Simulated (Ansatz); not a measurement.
Consider the following.

Os:
```cif
data_Os4
_chemical_formula_sum 'Os4'
_space_group_name_H-M_alt 'Fm-3m'
_space_group_IT_number 225
_space_group_name_Hall '-F 4 2 3'
_cell_length_a 3.80232
_cell_length_b 3.80232
_cell_length_c 3.80232
_cell_angle_alpha 90.000
_cell_angle_beta 90.000
_cell_angle_gamma 90.000
loop_
_atom_site_label
_atom_site_type_symbol
_atom_site_symmetry_multiplicity
_atom_site_Wyckoff_symbol
_atom_site_fract_x
_atom_site_fract_y
_atom_site_fract_z
_atom_site_occupancy
Os1 Os 4 a 0.00000 0.00000 0.00000 1
```
(The calculation used a cell of 1 atom; values per cell refer to that cell.)

This is the LDA-relaxed structure.

Q: All from LDA in the plane-wave PAW code Ansatz, unless another level is named. Give the Hill bulk and shear moduli.

A: 442 and 268 GPa.

Q: What about the elastic constants (relaxed ions, GPa)?

A: C11 = 677, C12 = 324, C44 = 354.

The workflow started from an entry of the Crystallography Open Database (COD), which files this formula under 2 space groups. It is not the phase usual at ambient conditions (space group No. 194). The LDA relaxation kept the symmetry of its start; whether a distortion lowers the energy is not shown. No spin polarisation was allowed. As this level gives no gap, shear constants depend on the k-mesh and smearing (Fermi–Dirac, 0.1 eV here). Spin–orbit coupling is left out wherever it is not named.

Potentials: the earlier of the program's two PAW sets. The files were generated under PBE; for other functionals the program regenerates the frozen cores, and for LDA and PBEsol the local potential too.
